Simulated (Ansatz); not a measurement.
V$_{3}$Mo in space group Fm-3m (No. 225; V on 8c, V on 4b, Mo on 4a), DFT-r²SCAN in the program Ansatz with PAW potentials, all energies at zero smearing, with the estimated change up to a 700 eV cutoff added, with one set of potentials and settings (totals compare only within such a set). Cell of 4 atoms (3 V, 1 Mo): -13719.066 eV.

```tsv
element	reference phase	E (eV/atom)
V	Im-3m, 1 atoms in the cell	-2917.0669
Mo	Im-3m, 1 atoms in the cell	-4967.5975
```

Formation energy per atom, worked out: (-13719.066 − 3×(-2917.0669) − 1×(-4967.5975))/4 = -0.067 eV/atom (-6 kJ per mol of atoms), at 0 K, without zero-point energy or fitted corrections.

The first step of the workflow began from a Materials Project structure, measured or hypothetical; the Crystallography Open Database copy checked does not list it. With V and Mo taken as one species the cell has the higher symmetry Im-3m, so it may be an ordered model of a mixed-site phase. Whether it is the stable phase at ambient conditions was not checked. The cell was relaxed with r²SCAN under the symmetry of its start; its stability against distortions is not shown here. The run is not spin-polarised. The references are the lowest solids computed at this level, not always the standard phases.

Potentials: the later of the program's two PAW sets.
